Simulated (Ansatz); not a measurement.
**KTaO3: from a starting cell to a relaxed one**

The start is a relaxed KTaO3 cell, doubled along one cell vector, shaken by Gaussian noise of σ = 0.08 Å a coordinate. Cell shape, volume and atoms are optimised at zero target pressure with PBEsol (plane waves to 420 eV, PAW, scalar-relativistic; Ansatz, an electronic-structure program). The first steps use a coarse 3×6×6 k-mesh.

Starting cell:
```
CELL_PARAMETERS angstrom
      7.97071     0.00000     0.00000
      0.00000     3.98535     0.00000
      0.00000     0.00000     3.98535
ATOMIC_POSITIONS crystal
  K  0.26039 0.53125 0.50497
  K  0.75087 0.48113 0.50506
  Ta 0.99474 0.01804 0.04259
  Ta 0.48919 0.95990 0.00296
  O  0.97138 0.51707 0.01560
  O  0.48869 0.51680 0.95889
  O  0.99840 0.02465 0.49732
  O  0.49298 0.96786 0.52454
  O  0.24497 0.99675 0.96715
  O  0.75687 0.99391 0.01587
```

Which atoms feel the largest initial force, and how large is it?

3.54 eV/Å, on O6 (atoms numbered as listed).

How much energy is released per atom?

0.11 eV/atom.

Does it find its way back to the structure it was made from?

The parent structure is recovered, Pm-3m (No. 221).

How do the shortest distances between atoms change?

The closest pairs of elements (up to four, under 3.6 Å), start → end: O–Ta 1.77 → 1.99 Å; O–O 2.50 → 2.82 Å; K–O 2.54 → 2.82 Å; K–Ta 3.19 → 3.45 Å.

What band gap does the relaxed structure have at this level?

2.14 eV, indirect (valence top at R, conduction bottom at Γ) (no spin-orbit coupling).

It ends as:

Space group Pm-3m (No. 221); a = b = c = 3.9853 Å, α = β = γ = 90.00°

```tsv
atom	site	symmetry	x	y	z
K	1a	m-3m	0.0000	0.0000	0.0000
Ta	1b	m-3m	0.5000	0.5000	0.5000
O	3c	4/mm.m	0.0000	0.5000	0.5000
```

Final values are on a 8×8×8 k-mesh of the relaxed cell. No spin polarisation in the result.
